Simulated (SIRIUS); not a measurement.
SIRIUS run on HgTe (P2_1/m, 4 atoms in the cell; from Materials Project mp-1507, changed as shown): self-consistent single point.

Level of theory: PBEsol, GBRV PBEsol ultrasoft pseudopotentials (plane waves; SIRIUS 7.12.0).

The change in words: lattice vector b scaled by 0.98. Reference geometry (Cmcm):
```
HgTe
1.0
    2.99252    -3.46693     0.00000
    2.99252     3.46693     0.00000
    0.00000     0.00000     5.79816
Hg Te
2 2
Direct
  0.34305   0.65695   0.75000
  0.65695   0.34305   0.25000
  0.78481   0.21519   0.75000
  0.21519   0.78481   0.25000
```

Reference input (self-consistent single point, DFT, PBEsol, plane waves, GBRV PBEsol ultrasoft pseudopotentials): parameters.ngridk = 4 4 4; parameters.xc_functionals = [XC_GGA_X_PBE_SOL, XC_GGA_C_PBE_SOL]; parameters.gk_cutoff = 6.325 1/bohr; parameters.pw_cutoff = 14.143 1/bohr; parameters.smearing = gaussian; parameters.smearing_width = 0.00367493 Ha; potentials = GBRV PBEsol ultrasoft pseudopotentials; parameters.electronic_structure_method = pseudopotential; parameters.num_bands = 22; parameters.num_mag_dims = 0; parameters.num_dft_iter = 100; parameters.energy_tol = 1e-07 Ha. This run's input differs from it in these lines:

```diff
@@ -33,3 +33,3 @@
       [5.6550432225, -6.5515481932, 0.0],
-      [5.6550432225, 6.5515481932, 0.0],
+      [5.5419431139, 6.4205164735, 0.0],
       [0.0, 0.0, 10.9569344268]
```

The program printed (abridged):

```
[find] density tolerance         : 1e-06
[find] total energy tolerance    : 1e-07
[find] iter_solver_tol (initial) : 0.01
[find] iter_solver_tol (target)  : 1e-13
[find] num_dft_iter              : 100
Charges and magnetic moments
--------------------------------------------------------------------------------
total charge          : 36.000000
[find] | SCF iteration   0 out of 100|
[diagonalize] iterative solver tolerance (occupied, empty): 0.01 0.01
[diagonalize] average number of iterations: 2.2
[find] Charges and magnetic moments
[find] total charge          : 36.000000
[find] Energy
   [... lines left out ...]

[find] Charges and magnetic moments
[find] total charge          : 36.000000
[find] Energy
[find] smearing (-TS)                 :      -0.00037122
[find] Total energy                   :    -133.95816817 (Ha),    -267.91633635 (Ry)
[find] Free energy (E-TS)             :    -133.95853939 (Ha),    -267.91707878 (Ry)
[find] band gap (eV)                  :       0.00000000
[find] Efermi                         :       0.27225580
[find] iteration : 11, RMS (target) : 3.5407e-07 (1.0000e-06) , energy difference (target) : 1.6777e-09 (1.0000e-07)
[find] bands are converged : true
[find] iterative solver converged : true
[find] converged after 12 SCF iterations!
[find] Charges and magnetic moments
[find] total charge          : 36.000000
[find] Energy
[find] smearing (-TS)                 :      -0.00037122
[find] Total energy                   :    -133.95816817 (Ha),    -267.91633635 (Ry)
[find] Free energy (E-TS)             :    -133.95853939 (Ha),    -267.91707878 (Ry)
[find] band gap (eV)                  :       0.00000000
[find] Efermi                         :       0.27225580
[ground_state] === stress tensor components [kbar] ===
[ground_state] === stress_total ===
[ground_state]    22.124559   -2.591881    0.000000
[ground_state]    -2.591881   15.384613    0.000000
[ground_state]     0.000000    0.000000   32.228596
[ground_state] ==== total Forces in Ha/bohr =====
[ground_state] atom:    0, force:      -0.0002633      0.0001633     -0.0000000
[ground_state] atom:    1, force:       0.0002633     -0.0001633      0.0000000
[ground_state] atom:    2, force:       0.0001093      0.0017193      0.0000000
[ground_state] atom:    3, force:      -0.0001093     -0.0017193      0.0000000
```

The run converged in 12 iterations. SIRIUS prints the stress tensor with tension positive. Against the reference run the free energy goes down by 8.2 meV/atom, the pressure goes from -3.09 to -2.32 GPa and the largest force goes from 0.130 to 0.089 eV/Å.

The structure comes from a collection of computed structures, made at another level of theory; the collection holds predicted forms beside known ones. No clean gap shows at this smearing width and mesh (spacing up to 0.35 Å⁻¹); the mesh is coarse for partly filled bands, so the values carry mesh errors. Semi-local functionals can close small gaps.

Cost on one core: about 50 core-seconds (a rough figure).
